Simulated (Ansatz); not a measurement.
# Pressure against volume in Cs3SI

It was reached by relaxing an invented guess, and it needn't be the stable form of this composition.

Method: Ansatz 0.2.0, DFT PBE, scalar-relativistic, plane waves, PAW. The final run on the 5-atom cell used 420 eV, a Γ-centred 4×4×4 mesh, 0.02 eV smearing and no spin polarisation.

```cif
data_structure
_symmetry_space_group_name_H-M 'P 1'
_symmetry_Int_Tables_number 1
_cell_length_a 6.6875
_cell_length_b 6.6875
_cell_length_c 6.6875
_cell_angle_alpha 90.000
_cell_angle_beta 90.000
_cell_angle_gamma 90.000
_cell_volume 299.08
loop_
_atom_site_label
_atom_site_type_symbol
_atom_site_fract_x
_atom_site_fract_y
_atom_site_fract_z
_atom_site_occupancy
Cs1 Cs 0.50000 0.00000 0.00000 1
Cs2 Cs 0.00000 0.50000 0.00000 1
Cs3 Cs 0.00000 0.00000 0.50000 1
S1 S 0.00000 0.00000 0.00000 1
I1 I 0.50000 0.50000 0.50000 1
```

The cell was set to several volumes, with shape and atoms relaxed at each where symmetry leaves them free. Pressure is positive in compression, and energies count from the lowest row.

```csv
row,V (Å³/atom),P (GPa),ΔE (meV/atom),gap on mesh (eV)
1,52.638,1.53,30.2,1.04
2,54.433,?,?,?
3,56.227,0.63,6.6,1.07
4,58.022,0.28,1.5,1.08
5,59.816,-0.01,0.0,1.09
6,61.611,-0.26,1.5,1.10
7,63.405,-0.47,5.6,1.10
8,65.798,-0.70,14.3,1.10
```

Q: Find B = −V·ΔP/ΔV from rows 4 and 6 and from rows 1 and 3, and from the two its slope B′ and its value B0 at zero pressure.

A: Rows 4 and 6 give −(58.022 + 61.611)/2 × (-0.26 − (0.28))/(61.611 − 58.022) = 9.0 GPa at a mean pressure of 0.01 GPa. Rows 1 and 3 give −(52.638 + 56.227)/2 × (0.63 − (1.53))/(56.227 − 52.638) = 13.6 GPa at a mean pressure of 1.08 GPa. So B′ = (13.6 − 9.0)/(1.08 − (0.01)) = 4.30 and B0 = 9.0 − 4.30 × (0.01) = 9.0 GPa. A third-order Birch–Murnaghan fit to all the energies gives B0 = 9.0 GPa and B′ = 4.6.

Q: Estimate the pressure and energy of row 2.

A: From row 5, V0 = 59.816 × (1 + (-0.01)/9.0) = 59.750 Å³/atom. Murnaghan's form P = (B0/B′)·[(V0/V)^B′ − 1] gives (9.0/4.30) × [(59.750/54.433)^4.30 − 1] = 1.03 GPa; the computed pressure is 1.04 GPa, so the estimate is off by -0.01 GPa. The work of compression from row 3, with the mean of the two pressures, gives ΔE = 6.6 + (1.03 + 0.63)/2 × (56.227 − 54.433)/160.2 × 1000 = 15.9 meV/atom (1 eV/Å³ = 160.2 GPa); the computed value is 15.9 meV/atom.

Q: Fit the gap against pressure through the other rows and estimate it at the computed pressure of row 2.

A: Over the 7 rows the mean pressure is 0.1429 GPa and the mean gap is 1.083 eV. The sums of products of deviations are S_xx = 3.452 and S_xy = -0.09906, so the slope is -0.09906/3.452 = -0.0287 (r = -0.98, rms misfit 0.00 eV). At 1.04 GPa the line gives 1.083 + (-0.0287) × (1.04 − 0.1429) = 1.06 eV. The computed value is 1.06 eV, so the line is off by 0.00 eV, no more than the largest miss among the fitted rows (0.01 eV).

Spin–orbit coupling, which can matter for I, is left out. Kohn–Sham gaps at this level usually fall short of measured ones. The missing spin–orbit coupling can work the other way here. All volumes keep the k mesh of the relaxed cell. Symmetry constrained the relaxation, so the result can be a saddle point.
